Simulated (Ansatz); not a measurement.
# Ga: all-electron results

```
Ga
1.0
     2.25535   -3.82240    0.00000
     2.25535    3.82240    0.00000
     0.00000    0.00000    4.51670
Ga
4
Direct
  0.15250 0.84750 0.07850
  0.65250 0.34750 0.42150
  0.84750 0.15250 0.92150
  0.34750 0.65250 0.57850
```

Atoms are numbered in the order listed.

The conventional cell has a = 4.511 Å, b = 7.645 Å, c = 4.517 Å, α = 90.00°, β = 90.00°, γ = 90.00°. Ga (atom 1) has 7 Ga at 2.44 to 2.79 Å as nearest neighbours.

The cell is COD entry 9008562, as deposited and not checked against the literature; nothing was relaxed.

Level of theory: Ansatz 0.2.0, DFT, PBEsol, all-electron LAPW, scalar-relativistic.

Numerical set-up: a Γ-centred 9×9×8 k mesh, Fermi–Dirac smearing of 0.05 eV, basis error target 1 meV/atom, no spin polarisation.

```json
{"Pressure at this cell": "-1.17 GPa", "Band gap": "none: bands cross the Fermi level, a metal", "Stress xx, yy, zz (compression positive)": "-1.84, 0.29, -1.94 GPa", "Largest force": "0.439 eV/Å on Ga2", "Density of states at the Fermi level (0.2 eV bin)": "0.55 states/eV per cell", "Volume per atom": "19.47 Å³"}
```
